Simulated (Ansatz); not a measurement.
# Varying the input for NbTe

All trials start from this Ansatz input:

```yaml
crystal:
  lattice:
    - [3.7029743866, 0.0, 0.0]
    - [-1.8514871933, 3.2068698884, 0.0]
    - [0.0, 0.0, 3.694211]
  atoms:
    - { symbol: Nb, position: [0.0, 0.0, 0.5] }
    - { symbol: Te, position: [0.66666667, 0.33333333, 0.0] }
basis:
  ecutwfc: 420
kpoints:
  mp_grid: { grid: [6, 6, 4] }
hamiltonian:
  xc: pbe
scf:
  occupations: { method: gaussian, width: 0.1 }
output:
  forces: true
  stress: true
  eigenvalues: true
```

Command:

```bash
ansatz run input.yaml --threads 1 --pin off --max-ram 1331MiB --backend cpu --events-out ev --progress --plain --runs-dir out
```

The run converges in 6 SCF iterations on 21 irreducible k-points: pressure -0.59 GPa, no gap.

The inputs are trials, many of them unsound on purpose. Their numbers show the effect of the settings and aren't properties of the material. Each trial's input is given as a difference from the reference's; energies are extrapolated to zero smearing where there is one, and pressure is positive in compression. Charged cells sit in a uniform background, and their pressures hang on that convention.

Problem. Trial 1:

```diff
 scf:
-  occupations: { method: gaussian, width: 0.1 }
+  occupations: { method: tetrahedron_uncorrected }
+  eigensolver: { kind: davidson, full_accuracy: true }
+  max_iter: 57
```

What does the program give?

Solution. The run converges in 6 SCF iterations on 21 irreducible k-points: energy 55.4 meV per atom above the reference, pressure -0.01 GPa, no gap. It warns that the printed bands weren't solved further after the SCF.

Problem. Trial 2:

```diff
 kpoints:
-  mp_grid: { grid: [6, 6, 4] }
+  mp_grid: { kspacing: 0.36 }
```

How does this run end?

Solution. The run converges in 6 SCF iterations on 21 irreducible k-points: energy 8.17 meV per atom above the reference, pressure -0.53 GPa, no gap.

Problem. Trial 3 (volume scaled):

```diff
 crystal:
   lattice:
-    - [3.7029743866, 0.0, 0.0]
-    - [-1.8514871933, 3.2068698884, 0.0]
-    - [0.0, 0.0, 3.694211]
+    - [3.6905897644, 0.0, 0.0]
+    - [-1.8452948822, 3.1961444909, 0.0]
+    - [0.0, 0.0, 3.681855687]
 basis:
-  ecutwfc: 420
+  ecutwfc: "40 Ry"
+  precision: f64
 kpoints:
-  mp_grid: { grid: [6, 6, 4] }
+  mp_grid: { kspacing: 1.4 }
+  band_path: { path: [[0, 0, 0], [0.5, 0, 0], [0.5, 0.5, 0.5]], npoints: 4 }
 hamiltonian:
+  hubbard: { sites: [{ species: Nb, l: d, u_eff: 2.3 }] }
 scf:
-  occupations: { method: gaussian, width: 0.1 }
+  occupations: { method: fermi_dirac, width: 0.012 }
```

What does the program give?

Solution. The run converges in 7 SCF iterations on 4 irreducible k-points: pressure 3.67 GPa, no gap. It warns that the count of filled bands differs between k-points. Under a U the state reached may not be the lowest.

Problem. Trial 4:

```diff
 basis:
-  ecutwfc: 420
+  ecutwfc: 520
```

What does the program give?

Solution. The run converges in 6 SCF iterations on 21 irreducible k-points: energy 0.79 meV per atom below the reference, pressure -0.60 GPa, no gap.

Problem. Trial 5 (volume scaled):

```diff
 crystal:
   lattice:
-    - [3.7029743866, 0.0, 0.0]
-    - [-1.8514871933, 3.2068698884, 0.0]
-    - [0.0, 0.0, 3.694211]
+    - [3.8225068274, 0.0, 0.0]
+    - [-1.9112534137, 3.3103880186, 0.0]
+    - [0.0, 0.0, 3.8134605576]
 kpoints:
-  mp_grid: { grid: [6, 6, 4] }
+  mp_grid: { grid: [3, 3, 4] }
 hamiltonian:
+  hubbard: { sites: [{ species: Nb, l: d, u: 6.3, j: 0.69 }] }
 scf:
-  occupations: { method: gaussian, width: 0.1 }
+  occupations: { method: tetrahedron }
```

How does this run end?

Solution. The run converges in 10 SCF iterations on 9 irreducible k-points: pressure -7.36 GPa, no gap. It warns that the printed bands weren't solved further after the SCF; that the count of filled bands differs between k-points; that forces and stress under tetrahedra may miss the energy's slope.

Problem. Trial 6:

```diff
 basis:
-  ecutwfc: 420
+  ecutwfc: "32 Ry"
 hamiltonian:
+  hubbard: { sites: [{ species: Nb, l: d, u_eff: 1.9 }] }
 scf:
-  occupations: { method: gaussian, width: 0.1 }
+  occupations: { method: cold, width: 0.087 }
```

What does the program give?

Solution. The run converges in 8 SCF iterations on 21 irreducible k-points: pressure -0.32 GPa, no gap. It warns that the count of filled bands differs between k-points.

Problem. Trial 7:

```diff
+total_charge: 0.25
 basis:
+  xc_grid: 1
 scf:
-  occupations: { method: gaussian, width: 0.1 }
+  occupations: { method: gaussian }
```

What does the program give?

Solution. The run converges in 6 SCF iterations on 21 irreducible k-points: pressure 1.12 GPa (with the neutralising background of the charged cell), no gap.

Problem. Trial 8:

```diff
 hamiltonian:
-  xc: pbe
+  xc: pbesol
```

How does this run end?

Solution. The run converges in 6 SCF iterations on 21 irreducible k-points: pressure -5.22 GPa, no gap.

Problem. Trial 9:

```diff
 kpoints:
-  mp_grid: { grid: [6, 6, 4] }
+  mp_grid: { grid: [1, 5, 2] }
 scf:
+  lower_state_search: "off"
+  max_iter: 20
 output:
-  stress: true
+  stress: false
```

How does this run end?

Solution. The run converges in 7 SCF iterations on 6 irreducible k-points: energy 836 meV per atom above the reference, largest force 0.255 eV/Å, no gap. It warns that the mesh lowers the symmetry.

Problem. Trial 10 (volume scaled):

```diff
 crystal:
   lattice:
-    - [3.7029743866, 0.0, 0.0]
-    - [-1.8514871933, 3.2068698884, 0.0]
-    - [0.0, 0.0, 3.694211]
+    - [3.8455345324, 0.0, 0.0]
+    - [-1.9227672662, 3.3303305962, 0.0]
+    - [0.0, 0.0, 3.8364337657]
-basis:
-  ecutwfc: 420
+basis: {}
 kpoints:
-  mp_grid: { grid: [6, 6, 4] }
+  mp_grid: { grid: [5, 2, 2] }
 hamiltonian:
-  xc: pbe
+  xc: blyp
 output:
-  eigenvalues: true
+  eigenvalues: false
```

How does this run end?

Solution. The run converges in 7 SCF iterations on 12 irreducible k-points: pressure -4.15 GPa, largest force 0.232 eV/Å. It warns that the mesh lowers the symmetry. Forces of BLYP on these PAW sets can be off by 10 %.

Problem. Trial 11:

```diff
 basis:
-  ecutwfc: 420
+  ecutrho_ratio: 6
 hamiltonian:
-  xc: pbe
+  xc: revpbe
```

What happens?

Solution. The run converges in 6 SCF iterations on 21 irreducible k-points: pressure 0.92 GPa, no gap.

Problem. Trial 12:

```diff
 crystal:
   atoms:
-    - { symbol: Nb, position: [0.0, 0.0, 0.5] }
+    - { symbol: Nb, position: [0.0, 0.0, 0.5], spin: 2.0 }
 basis:
-  ecutwfc: 420
+  ecutwfc: 270
 kpoints:
-  mp_grid: { grid: [6, 6, 4] }
+  mp_grid: { grid: [4, 4, 3] }
+  band_path: { path: [[0, 0, 0], [0.5, 0, 0], [0.5, 0.5, 0.5]], npoints: 4 }
 hamiltonian:
+  dispersion: d4
 scf:
+  lower_state_search: "off"
 output:
+  populations: true
+magnetization:
+  spin_polarized: true
```

What happens?

Solution. The run converges in 21 SCF iterations on 8 irreducible k-points: pressure -3.41 GPa, no gap, cell moment 0.00 μB. It warns that the cutoff lies under the recommended one, 420 eV for these potentials; that the starting moments were lost.